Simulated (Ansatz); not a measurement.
BiTe at a changed volume — coordination and Bi-209 quadrupole coupling

Cell: an entry of the Crystallography Open Database (COD), relaxed with PBE at fixed cell and then changed (volume scaled by 1.04, ions relaxed).

```xyz
12
Lattice="4.4802 0.0000 0.0000 -2.2401 3.8800 0.0000 0.0000 0.0000 24.3665" Properties=species:S:1:pos:R:3 pbc="T T T"
Bi    0.0000    0.0000    3.0705
Bi    0.0000    0.0000   21.2959
Bi    0.0000    2.5866    7.0862
Bi    2.2401    1.2933   17.2803
Bi    2.2401    1.2933   11.3480
Bi    0.0000    2.5866   13.0185
Te    0.0000    2.5866    1.3754
Te    2.2401    1.2933   22.9911
Te    2.2401    1.2933    5.0923
Te    0.0000    2.5866   19.2742
Te    0.0000    0.0000    8.8011
Te    0.0000    0.0000   15.5653
```

Sites (sets of like atoms) are named by element and the number of their first atom in this list.

Level of theory: DFT, PBE, plane waves and PAW, scalar-relativistic, 420 eV cutoff, Γ-centred 11×11×2 k-points, Fermi–Dirac smearing 0.05 eV (Ansatz 0.2.0).

Q(Bi-209) = -516.0 mb.

**Question.** Rank these Bi sites by |C_Q|, smallest first.
A. Bi1: 6 Te at 3.09–3.28 Å
B. Bi5: 3 Bi at 3.08 Å, 3 Te at 3.63 Å
C. Bi3: 6 Te at 3.10–3.27 Å

**Answer.** A (4.20 MHz, η = 0.00), C (17.5 MHz, η = 0.00), B (62.0 MHz, η = 0.00).

An axis of threefold or higher order runs through Bi1, Bi3 and Bi5, so V_zz lies along it and η is zero.

With no gap above 0.1 eV, as in a metal, the gradients converge slowly in k; expect changes of a tenth or more on a denser mesh. Spin–orbit coupling is left out, which shifts gradients on Bi by a few per cent in wide-gap crystals, and can shift them far more where the calculated gap is small or absent, as here. Newer work puts Q(²⁰⁹Bi) near −420 mb, which would lower these couplings by about a fifth.
